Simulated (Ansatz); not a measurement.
Hf2B:
```
CELL_PARAMETERS angstrom
      1.70559     0.98473     5.27835
     -1.70559     0.98473     5.27835
      0.00000    -1.96945     5.27835
ATOMIC_POSITIONS crystal
  Hf 0.74791 0.74791 0.74791
  Hf 0.25209 0.25209 0.25209
  B  0.00000 0.00000 0.00000
```

Relaxed with r²SCAN.

Map the electron localisation function on the plane through (0.748, 0.748, 0.748) spanned by u = [1, -1, 0] and v = [1, 1, -1] in lattice vectors, from plane-wave PAW r²SCAN (Ansatz code).

x is the fraction of u, y of v (the angle between them is 90°; rows are the nearest grid lines); atoms in the plane: Hf at (0.00, 0.00), Hf at (0.00, 0.51), B at (0.50, 0.75).
```
|999962113311269999|
|999852135531258999|
|987522478874225789|
|654224788887422456|
|112478753357874211|
|224788620026887422|
|235788610016887532|
|112578742247875211|
|111257876678752111|
|886422578875224688|
|998631257752136899|
|999862124421268999|
|999962012210269999|
|998741013310147899|
|776421124421124677|
|111113567765311111|
|111235788887532111|
|223457889988754322|
|112346788887643211|
|111123577775321111|
|665311134431113566|
|988631013310136889|
|999962012210269999|
|999962113311269999|
```
Scale: ten equal steps from 0.012 (start of '0') to 0.856 (end of '9'), in the order '0123456789'; x runs from 0.000 to 1.00, y from 0.000 (bottom) to 1.00 (top).

The density is the valence pseudo-density with augmentation charge, so density and ELF within about 1 Å of a nucleus are not all-electron values.

Space group R-3m. The start of the workflow was typed in or built on a structure type; neither database checked (COD, Materials Project) lists it. Whether it is the stable phase at ambient conditions was not checked. The cell was relaxed with r²SCAN under the symmetry of its start; whether a distortion lowers the energy is not shown. No spin polarisation was allowed. The volume moved by -21 % from the start of the relaxation. Spin–orbit coupling is left out wherever it is not named.

Potentials: the earlier of the program's two PAW sets. The files were generated under PBE; for other functionals the program regenerates the frozen cores, and for LDA and PBEsol the local potential too.
